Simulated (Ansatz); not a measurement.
The start is a relaxed Pd cell, doubled along one cell vector, shaken by Gaussian noise of σ = 0.08 Å a coordinate. The structure is fully relaxed (lattice and positions, P = 0) with PBEsol (plane waves to 420 eV, PAW, scalar-relativistic; Ansatz, a first-principles code). The first steps use a coarse 15×15×8 k-mesh.

Starting cell:
```
Pd
1.0
   -1.54212     1.54212     1.54212
    1.54212    -1.54212     1.54212
    3.08424     3.08424    -3.08424
Pd
2
Direct
  0.03490   0.00735   0.99800
  0.98332   0.00541   0.50801
```

### Question
Which atoms feel the largest initial force, and how large is it?

### Answer
0.71 eV/Å, on Pd1, Pd2 (atoms numbered as listed).

### Question
By how much does the energy per atom fall from start to end?

### Answer
0.08 eV/atom.

### Question
How does the volume change?

### Answer
-0.8 %, from 14.67 to 14.56 Å³/atom.

### Question
How do the shortest distances between atoms change?

### Answer
The closest pairs of elements (up to four, under 3.6 Å), start → end: Pd–Pd 2.57 → 2.74 Å.

### Question
Is the relaxed structure metallic? Give its gap.

### Answer
Zero (metallic).

### Question
Write out the relaxed structure.

### Answer

Space group Fm-3m (No. 225); a = b = c = 3.8758 Å, α = β = γ = 90.00°

| atom | site | symmetry | x | y | z |
|---|---|---|---|---|---|
| Pd | 4b | m-3m | 0.5000 | 0.5000 | 0.5000 |
(The calculation used a cell of 1 atom; values per cell refer to that cell.)

Final values are on a 21×21×21 k-mesh of the relaxed cell. No spin polarisation in the result.

The run could not lose the symmetry of its start.

Of the parent cell (Im-3m (No. 229)): it is a generated cell of Pd: the first start was made by placing the elements on the sites of a structure type, and the end was not matched to a known phase here, so it may be hypothetical. Known forms of Pd include space group No. 225.
